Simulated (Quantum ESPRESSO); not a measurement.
**Kohn-Sham bands of HgI (I4/mmm)**

```xyz
4
Lattice="5.0704 0.0000 0.0000 0.0000 5.0704 0.0000 -2.5352 -2.5352 5.8858" Properties=species:S:1:pos:R:3 pbc="T T T"
Hg     0.0000     0.0000    -1.3132
Hg     0.0000     0.0000     1.3132
I     -2.5352    -2.5352     1.8178
I      2.5352     2.5352    -1.8178
```

Cell from Materials Project (mp-22859), symmetrised, no further relaxation. COD (Crystallography Open Database) has an entry of this formula and space group (matched by these alone). Level: PBEsol, spinors with spin-orbit coupling; pw.x of Quantum ESPRESSO at 56 Ry with PseudoDojo potentials, 4×4×4 k-points, Wannier90. Density: 8×8×8 mesh, cold smearing 0.01 Ry.

Energies are relative to the valence-band maximum; weights are on the orthonormalised atomic waves of the pseudopotential files, averaged over the group. 54 electrons a cell are treated as valence.

```tsv
bands	from (eV)	to (eV)	filling	weight on atomic waves
1–4	-113.64	-113.63	filled	(withheld)
5–8	-75.64	-75.63	filled	(withheld)
9–16	-57.37	-57.22	filled	(withheld)
17–20	-12.07	-11.34	filled	(withheld)
21–22	-7.42	-7.33	filled	(withheld)
23–28	-6.93	-6.51	filled	(withheld)
29–40	-5.39	-4.42	filled	(withheld)
41–54	-4.17	0.00	filled	(withheld)
```

**Question.** Which atomic shells make up each group?

**Answer.** 
- 1–4, weight on atomic waves: Hg 5s 100 %
- 5–8, weight on atomic waves: Hg 5p 100 %
- 9–16, weight on atomic waves: Hg 5p 100 %
- 17–20, weight on atomic waves: I 5s 94 %
- 21–22, weight on atomic waves: Hg 5d 88 %, Hg 6s 5 %
- 23–28, weight on atomic waves: Hg 5d 99 %
- 29–40, weight on atomic waves: Hg 5d 93 %, I 5p 5 %
- 41–54, weight on atomic waves: I 5p 73 %, Hg 6s 17 %, Hg 5d 7 %

The Kohn-Sham gap over both meshes and the path is 1.46 eV.
